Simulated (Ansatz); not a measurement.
Phonons of zincblende-structured LuAs

Level of theory: DFT, PBEsol, scalar-relativistic, no spin polarisation; plane waves to 420 eV with PAW datasets (Ansatz 0.2.0), Gaussian smearing of 0.05 eV; PAW files: Ansatz's generated set soft_2.

```xyz
2
Lattice="0.0000 3.1321 3.1321 3.1321 0.0000 3.1321 3.1321 3.1321 0.0000" Properties=species:S:1:pos:R:3 pbc="T T T"
Lu    0.0000    0.0000    0.0000
As    1.5661    1.5661    1.5661
```

This is a trial structure: such lanthanide and actinide compounds mostly take the rock-salt structure.

Force constants come from finite displacements in a 2×2×2 supercell (the unit cell's 6×6×6 k-mesh, folded to it); the long-range dipole term is included. Points in reciprocal vectors of this cell: Γ = (0.000, 0.000, 0.000), X = (-0.500, -0.500, 0.000), U = (-0.375, -0.375, 0.250), K = (-0.375, 0.000, 0.375), L = (0.000, 0.000, 0.500), W = (-0.500, -0.250, 0.250).

Is the structure dynamically stable along this path, and where does the spectrum end?

Yes: no branch is imaginary beyond numerical noise. The highest frequency is 224 cm⁻¹, at Γ. Points that don't fit the supercell are interpolated.

Frequencies at the named points (cm⁻¹, imaginary ones negative):
```
point               ω (cm⁻¹)
    Γ      0 0 0 189 189 224
    X  47 47 131 178 178 179
    U  42 67 120 169 180 189
    K  42 67 120 169 180 189
    L  28 28 116 184 184 188
    W  57 62 119 164 183 188
```

What does the harmonic approximation give for the vibrational free energy, entropy and heat capacity?

Zero-point energy 23.1 meV/atom.
```csv
T (K),F_vib (meV/atom),S (J/K per mole of atoms),C_V (J/K per mole of atoms)
100,13.7,19.4,18.6
200,-14.6,34.1,23.0
300,-55.2,43.6,24.0
400,-104.1,50.6,24.4
500,-159.5,56.1,24.6
600,-220.0,60.6,24.7
700,-284.8,64.4,24.8
800,-353.2,67.7,24.8
900,-424.9,70.6,24.8
1000,-499.5,73.2,24.9
```

The highest mode, 224 cm⁻¹, is worth 320 K. At 300 K the heat capacity has reached 96 % of the classical limit 3R = 24.9 J/K per mole of atoms: a mode at k_BT already holds 92 % of its classical share, and one at 1.5 k_BT 83 %.

Cost: 98 s on 4 threads of Arm Neoverse V2 (shared host), peak memory 2.2 GiB.

No spin–orbit coupling, a notable omission for heavy elements.
